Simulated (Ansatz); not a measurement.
VSi₂ (CrSi2 type, space group P6_222)

```xyz
9
Lattice="4.5307 0.0000 0.0000 -2.2653 3.9237 0.0000 0.0000 0.0000 6.3246" Properties=species:S:1:pos:R:3 pbc="T T T"
V      2.2653     0.0000     0.0000
V      1.1327     1.9618     2.1082
V     -1.1327     1.9618     4.2164
Si     0.0000     1.2763     0.0000
Si     3.4254     0.6382     2.1082
Si     1.1600     3.2855     4.2164
Si     2.2653     2.6474     0.0000
Si    -1.1600     3.2855     2.1082
Si     1.1053     0.6382     4.2164
```

The volume is varied about the relaxed value V₀ at fixed cell shape. The atoms relax within the cell's symmetry.

These are r2SCAN (plane waves to 500 eV, PAW, scalar-relativistic; Ansatz, an electronic-structure program) values and carry that method's errors. k mesh 12×12×8 (Γ-centred), Fermi-Dirac smearing 0.05 eV. Energies are smeared free energies. Compression counts positive. With the shape held, the modulus is that of even scaling; a crystal free to change shape is softer. Relaxed VSi2 ends with no sizeable moment though spin was allowed. VSi2 was relaxed with its symmetry unable to fall. Other magnetic orders were not checked, so this need not be the ground state. ΔE is measured from the relaxed starting cell. The last digit holds for this mesh only.

```
V (Å³/atom)  ΔE (meV/atom)
-----------  -------------
11.743                29.6
11.868                20.2
11.993                12.7
12.118                 7.0
12.243                 3.0
12.368                 0.7
12.493                 0.0
12.617                 0.7
12.742                 2.8
12.867                 6.3
12.992                10.9
13.117                16.8
13.242            withheld
```

**Question.** Fit a third-order Birch-Murnaghan form (E₀, V₀, B₀, B₀′ free) to the given rows and predict ΔE at V = 13.242.

**Answer.** Least squares on the 12 given rows: ΔE = E₀ + (9V₀B₀/16)·y²·[2 + (B₀′ − 4)y], y = (V₀/V)^(2/3) − 1, with V₀ = 12.493 Å³/atom, B₀ = 188.7 GPa (160.2 GPa = 1 eV/Å³; the term in eV is multiplied by 1000), B₀′ = 4.40, E₀ = -0.01 meV/atom; root-mean-square residual 0.03 meV/atom. At 13.242 the fit gives 23.8 meV/atom; the calculation gives 23.7 meV/atom, so the extrapolation is off by 0.1 (+0.4 %). For the pressure the fit gives -9.7 GPa against the computed -9.6 GPa.

(Under strain, the slope of the energy per volume gives the stress and its curvature an elastic modulus.)
